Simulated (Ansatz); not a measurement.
BAs (zinc blende)

```xyz
2
Lattice="0.0000 2.3920 2.3920 2.3920 0.0000 2.3920 2.3920 2.3920 0.0000" Properties=species:S:1:pos:R:3 pbc="T T T"
As     3.5879     3.5879     3.5879
B      0.0000     0.0000     0.0000
```

Scan: atom 1 (As, nearest neighbour B at 2.071 Å; its periodic images, 3.4 Å or more away, move with it) is displaced along Cartesian x, direction (1.000, 0.000, 0.000) in Cartesian axes, by s. The other atoms stay.

Method: r2SCAN (plane waves to 500 eV, PAW, scalar-relativistic; Ansatz, a program for electronic structure). k mesh 10×10×10 (Γ-centred), Fermi-Dirac smearing 0.05 eV. E stands for the smeared free energy. F∥ is the force on the atom along that direction. BAs was relaxed with its symmetry unable to fall. ΔE is measured from the undisplaced structure.

What ΔE (meV/cell) and F∥ (eV/Å) does the calculation give at s (Å) = -0.210, -0.084, -0.042, 0.042, 0.084, 0.126, 0.168, 0.210?


| s (Å) | ΔE (meV/cell) | F∥ (eV/Å) |
|---|---|---|
| -0.210 | 361 | 3.324 |
| -0.084 | 59 | 1.407 |
| -0.042 | 15 | 0.708 |
| 0.042 | 15 | -0.708 |
| 0.084 | 59 | -1.407 |
| 0.126 | 133 | -2.087 |
| 0.168 | 234 | -2.726 |
| 0.210 | 361 | -3.324 |

(A displaced cell: forces are minus the slopes of the energy, force constants its curvatures, and phonons follow from these.)
